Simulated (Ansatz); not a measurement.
CuNi3N:
```cif
data_CuNNi3
_chemical_formula_sum 'Cu1 Ni3 N1'
_space_group_name_H-M_alt 'P 1'
_space_group_IT_number 1
_cell_length_a 3.70091
_cell_length_b 3.70091
_cell_length_c 3.70091
_cell_angle_alpha 90.000
_cell_angle_beta 90.000
_cell_angle_gamma 90.000
loop_
_space_group_symop_operation_xyz
  'x, y, z'
loop_
_atom_site_label
_atom_site_type_symbol
_atom_site_fract_x
_atom_site_fract_y
_atom_site_fract_z
_atom_site_occupancy
Cu1 Cu 0.00000 0.00000 0.00000 1
Ni1 Ni 0.00000 0.50000 0.50000 1
Ni2 Ni 0.50000 0.00000 0.50000 1
Ni3 Ni 0.50000 0.50000 0.00000 1
N1 N 0.50000 0.50000 0.50000 1
```
The run is spin-polarised; directions of the spins, atom by atom: 0 ↑ ↑ ↑ 0.

Relaxed with r²SCAN.

Question: Tabulate the valence density and the electron localisation function along the shortest Cu–Ni contact (2.62 Å), r²SCAN (plane waves, PAW; program Ansatz).

Answer: 

| distance from Cu (Å) | density (e/Å³) | ELF |
|---|---|---|
| 0.26 | 36.45 | 0.77 |
| 0.39 | 17.18 | 0.54 |
| 0.52 | 6.98 | 0.33 |
| 0.65 | 2.75 | 0.23 |
| 0.79 | 1.13 | 0.19 |
| 0.92 | 0.52 | 0.16 |
| 1.05 | 0.33 | 0.16 |
| 1.18 | 0.26 | 0.19 |
| 1.31 | 0.24 | 0.22 |
| 1.44 | 0.27 | 0.20 |
| 1.57 | 0.35 | 0.18 |
| 1.70 | 0.53 | 0.18 |
| 1.83 | 1.11 | 0.22 |
| 1.96 | 2.70 | 0.27 |
| 2.09 | 6.77 | 0.35 |
| 2.22 | 16.24 | 0.45 |
| 2.36 | 32.93 | 0.57 |

The density is the valence pseudo-density with augmentation charge, so density and ELF within about 1 Å of a nucleus are not all-electron values.

Space group Pm-3m (anti-perovskite). The first step of the workflow began from a Materials Project structure, measured or hypothetical; the Crystallography Open Database copy checked does not list it. Whether it is the stable phase at ambient conditions was not checked. The r²SCAN relaxation kept the symmetry of its start; whether a distortion lowers the energy is not shown. Spin order of the final state: ferromagnetic, the only order run, not a proven ground state. Other orbital occupations within this spin state were not tried. No Hubbard U is applied.

Potentials: the later of the program's two PAW sets.
